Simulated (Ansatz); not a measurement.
A trial cell of Al was relaxed with PBE (plane waves to 420 eV, PAW, scalar-relativistic; Ansatz, an electronic-structure program).

Before: Pmmm (No. 47), oP1; a = 2.4068 Å, b = 2.5901 Å, c = 2.8994 Å, α = β = γ = 90.00°.

After relaxation:

Simulated powder pattern, Cu Kα, λ = 1.54184 Å (kinematic, ideal powder, no thermal factors, no anomalous dispersion; the 24 strongest lines at most, above 1 %, up to 2θ = 90°):

```csv
2θ (°),I/Imax (%)
32.93,100
47.25,70
58.79,24
69.05,11
78.65,30
87.92,23
```

Problem. Identify the relaxed structure from its pattern: crystal system, space group and cell.

Solution. Cubic, Pm-3m (No. 221), cP1, AFLOW prototype A_cP1_221_a (A_h); a = 2.720 Å, b = 2.720 Å, c = 2.720 Å, α = 90.00°, β = 90.00°, γ = 90.00°. Sites: Al 1b (0.500, 0.500, 0.500).

Problem. Index the strongest lines.

Solution. 32.93° (100), 47.25° (110), 58.79° (111), 78.65° (210), 87.92° (211).

No spin polarisation in the result.

The run could not lose the symmetry of its start: the end is stationary, and may be a saddle point rather than a minimum.

The relaxed structure here is a generated cell of Al: the first start was made by a random draw of sites in a space group, and the end was not matched to a known phase here, so it may be hypothetical. Known forms of Al include space group No. 225.
